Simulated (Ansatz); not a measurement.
The relaxed structure here is a generated cell of Rh: the first start was made by placing the elements on the sites of a structure type, and the end was not matched to a known phase here, so it may be hypothetical. Known forms of Rh include space group No. 225.

One starting cell of Rh (a generated cell, Rh placed in the beta-Sn structure type) was relaxed twice with Ansatz (plane waves, PAW, scalar-relativistic): with PBEsol at 420 eV and with PBE at 420 eV. The PBEsol result:

```yaml
crystal:
  lattice:
    - [-2.36166, 2.36166, 1.34186]
    - [2.36166, -2.36166, 1.34186]
    - [2.36166, 2.36166, -1.34186]
  atoms:
    - { symbol: Rh, position: [0.75000, 0.25000, 0.50000] }
    - { symbol: Rh, position: [0.00000, 0.00000, 0.00000] }
```

```
quantity                                 PBEsol         PBE
--------------------------------------  -------  ----------
space group                             I4₁/amd     I4₁/amd
volume (Å³/atom)                          14.97  (withheld)
a (Å)                                     4.723  (withheld)
c (Å)                                     2.684  (withheld)
gap (eV, no spin-orbit coupling)           0.00  (withheld)
highest phonon at the sampled q (cm⁻¹)      255  (withheld)
softest mode (cm⁻¹)                         75i  (withheld)
```

**Question.** Fill in the PBE column.

**Answer.** 
- volume (Å³/atom), PBE: 15.61
- a (Å), PBE: 4.788
- c (Å), PBE: 2.723
- gap (eV, no spin-orbit coupling), PBE: 0.00
- highest phonon at the sampled q (cm⁻¹), PBE: 240
- softest mode (cm⁻¹), PBE: 70i

Both levels end in the same structure; PBE's volume is 4.3 % larger. Neither column is exact.

No spin polarisation in the result.

The run could not lose the symmetry of its start, so the end can be a saddle point.

All atoms sit on sites fixed by symmetry, so only the cell could relax.

Ansatz is a first-principles code.
